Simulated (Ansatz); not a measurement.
Relaxed candidate structures of GaAs:

A. P-6m2 (No. 187), hP4; a = 3.9958 Å, b = 3.9958 Å, c = 6.6401 Å, α = 90.00°, β = 90.00°, γ = 120.00°; As 2i (0.667, 0.333, 0.185); Ga 2g (0.000, 0.000, 0.315)

B. I-4m2 (No. 119), tI4; a = b = 5.0852 Å, c = 2.8291 Å, α = β = γ = 90.00°; Ga 2d (0.500, 0.000, 0.250); As 2a (0.000, 0.000, 0.000)

C. P6₃mc (No. 186), hP4, wurtzite type; a = b = 3.9876 Å, c = 6.5763 Å, α = β = 90.00°, γ = 120.00°; Ga 2b (0.333, 0.667, 0.500); As 2b (0.333, 0.667, 0.126)

D. Pm-3n (No. 223), cP12; a = 6.9822 Å, b = 6.9822 Å, c = 6.9822 Å, α = 90.00°, β = 90.00°, γ = 90.00°; Ga 6c (0.000, 0.500, 0.250); As 6d (0.000, 0.250, 0.500)

E. P-6m2 (No. 187), hP2, AFLOW prototype AB_hP2_187_d_a (B_h, as in WC); a = b = 3.685 Å, c = 3.289 Å, α = β = 90.00°, γ = 120.00°; Ga 1a (0.000, 0.000, 0.000); As 1d (0.333, 0.667, 0.500)

F. P-1 (No. 2), aP4; a = 3.7619 Å, b = 4.6184 Å, c = 4.6527 Å, α = 108.13°, β = 90.11°, γ = 90.08°; close to Cmmm at 0.1 Å; As 2i (0.001, 0.273, 0.773); Ga 1h (0.500, 0.500, 0.500); Ga 1d (0.500, 0.000, 0.000)

Task: Order them by energy per atom (lowest first) at the level PBEsol (plane waves to 420 eV, PAW, scalar-relativistic; Ansatz, a program for electronic structure).

Result: C (reference), A (+0.128 eV/atom), D (+0.176 eV/atom), B (+0.28 eV/atom), F (+0.32 eV/atom), E (+0.36 eV/atom)

Task: Which candidates are metallic at this level, and what gaps do the others have?

Result: No gap: B, E, F. A: 0.27 eV (no spin-orbit coupling); C: 0.43 eV (no spin-orbit coupling); D: 0.28 eV (no spin-orbit coupling).

The lowest structure calculated, F-43m, cF8, zinc blende type, is not among these; it lies 0.01 eV/atom below the lowest of them.  1 generated cell of layers, chains or molecules, poorly bound without dispersion, is left out. Each run could gain symmetry but not lose that of its start, so entries can be saddle points. From databases, or of a type measured for this composition: I-4m2, tI4; P6₃mc, hP4, wurtzite type; the others are generated cells (placed on structure types, drawn at random, substituted or restacked) that were not matched to a known phase here. Static energies at zero pressure. The runs use different k-meshes, so differences are rounded accordingly. No spin polarisation in the result. Gaps of cells over 8 atoms come from the SCF mesh and high-symmetry points alone.
